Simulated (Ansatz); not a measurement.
Li (bcc (W type)) was relaxed and computed twice in Ansatz (plane waves, PAW), once with PBEsol and once with r²SCAN.

|  | run 1 | run 2 |
|---|---|---|
| cell | a = b = c = 3.4760 Å, α = β = γ = 90.00° | a = 3.4343 Å, b = 3.4343 Å, c = 3.4343 Å, α = 90.00°, β = 90.00°, γ = 90.00° |
| B₀ by P(V) fit (GPa) | 13.1 | 13.7 |

Q: Which run used which functional?

A: Run 1 is r²SCAN, run 2 is PBEsol.

All cells were relaxed under the symmetry of their starts (and spin orders); stability against distortions was not tested throughout.

Potentials: the earlier of the program's two PAW sets.

Ansatz (a program for electronic structure) is a plane-wave DFT program.
